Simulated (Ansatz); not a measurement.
Input and command of a plane-wave DFT calculation in Ansatz:

```yaml
crystal:
  lattice:
    - [-1.65128, 1.65128, 1.65128]
    - [1.65128, -1.65128, 1.65128]
    - [1.65128, 1.65128, -1.65128]
  atoms:
    - { symbol: Ta, position: [0.0, 0.0, 0.0] }
basis:
  ecutwfc: 500
kpoints:
  mp_grid: { grid: [8, 8, 8] }
hamiltonian:
  xc: r2scan
scf:
  occupations: { method: gaussian, width: 0.1 }
output:
  forces: true
  stress: true
  eigenvalues: true
```

```bash
ansatz run input.yaml --threads 2 --pin off --max-ram 5120MiB --backend cpu --events-out ev --progress --plain --runs-dir out
```

Processor: Intel(R) Xeon(R) Platinum 8488C (Sapphire Rapids), 2 threads, on a host shared with other jobs.

Problem. Estimate time, memory and problem size.

Solution. About 1.7 s on 2 threads of Intel(R) Xeon(R) Platinum 8488C (Sapphire Rapids), on a shared host, peak memory 0.38 GiB. It solves 11 bands at 29 k points (the mesh reduced by the symmetry that the task leaves, which can be less than the crystal's) with about 459 plane waves, in 6 SCF iterations.
